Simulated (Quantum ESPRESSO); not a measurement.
## Different elements on one site among Ag Nb Pd

Calculated results; nothing here was measured. They come from Quantum ESPRESSO 7.5, a public plane-wave density functional program. Each row is one single-point run on a made-up periodic cell of eight metal atoms, with elements, volume, strain and displacements drawn at random and not relaxed, so a cell may be unstable or far from any real phase. There is no spin polarisation or spin-orbit coupling.

Settings: PBE unless stated; PseudoDojo standard norm-conserving files; Fermi-Dirac width 0.25 eV, which means electrons at about 2900 K; cutoff 1116 eV; 8 x 4 x 3 k mesh shifted half a step off Gamma. E is the free energy of the whole cell (internal energy minus TS), so a -TS column is already part of it. Stress is positive in tension, and the pressure P is minus a third of its trace.

Checks: one run of this series was repeated at a higher cutoff and on a denser mesh, which moved values by no more than 0.009 eV, 0.08 GPa and 0.011 eV/Å, and a second program with other atomic files agreed on it to 2 % rms in force and 0.5 GPa in pressure. Known limits: heavy elements are run without spin-orbit coupling, which real alloys of them have; a spin test at this wide smearing found no moment, but such smearing suppresses magnetism that the real alloy may have.

The lattice is face-centred cubic, and the cell vectors in Å are (0.006, -1.968, -1.976); (-0.025, 3.886, -3.902); (7.769, -0.038, 0.013), a volume of 119.33 Å³. The elements on sites 1 to 8 are Pd Pd Pd X Ag Nb Nb Pd. The runs change X and keep the cell and the displaced positions. The column v is a rough volume for each atom of the pure element, close to PBE values, from general knowledge and not from these runs. Energies are left out, as each element's file has its own zero.

| run | X | v (Å³) | -TS (eV) | force on X (eV/Å) | rms force (eV/Å) | P (GPa) |
|---|---|---|---|---|---|---|
| 1 | Al | 16.5 | ? | ? | ? | ? |
| 2 | Mo | 15.8 | -1.294 | 1.506 | 0.844 | 21.83 |
| 3 | In | 27.5 | -1.134 | 2.283 | 0.946 | 29.70 |
| 4 | Os | 14.3 | -1.275 | 1.684 | 0.943 | 18.57 |
| 5 | Pd | 15.3 | -1.224 | 1.793 | 0.877 | 19.61 |

## Worked fit

A straight line through the runs shown gives P = 7.9 + 0.796 v GPa with v in Å³, an error of 0.105 on the slope and a scatter of 1.13 GPa. At this fixed volume the pressure tends to rise with the size of X.

## Withheld run

Question: what pressure should run 1, with Al, give?

The fit gives 21.03 ± 1.28 GPa. The calculation gave 19.09 GPa.
